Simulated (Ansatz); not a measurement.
Consider the following.

In₂Co₃S₂:
```yaml
crystal:
  lattice:
    - [2.65043, 1.53023, 4.60448]
    - [-2.65043, 1.53023, 4.60448]
    - [0.00000, -3.06045, 4.60448]
  atoms:
    - { symbol: In, position: [0.00000, 0.00000, 0.00000] }
    - { symbol: Co, position: [0.50000, 0.00000, 0.00000] }
    - { symbol: Co, position: [0.00000, 0.50000, 0.00000] }
    - { symbol: Co, position: [0.00000, 0.00000, 0.50000] }
    - { symbol: S, position: [0.27836, 0.27836, 0.27836] }
    - { symbol: S, position: [0.72164, 0.72164, 0.72164] }
    - { symbol: In, position: [0.50000, 0.50000, 0.50000] }
```
The run is spin-polarised, in the one order tried: ferromagnetic.

This is the r²SCAN-relaxed structure.

Task: All from DFT-r²SCAN in the program Ansatz with PAW potentials, unless another level is named. Give the net moment.

Result: 0.43 μB per atom.

Task: What about the Bader charges?

Result: In +0.53 to +0.67, Co +0.14, S -0.81 e.

Space group R-3m. The workflow started from an entry of the Crystallography Open Database (COD). Whether it is the stable phase at ambient conditions was not checked. The r²SCAN relaxation kept the symmetry of its start; whether a distortion lowers the energy is not shown. Spin order of the final state: ferromagnetic, the only order run, not a proven ground state. Other orbital occupations within this spin state were not tried. No Hubbard U is applied. For itinerant 3d metals, meta-GGAs of the SCAN family and hybrids are commonly reported to give too large moments.

Potentials: the later of the program's two PAW sets.
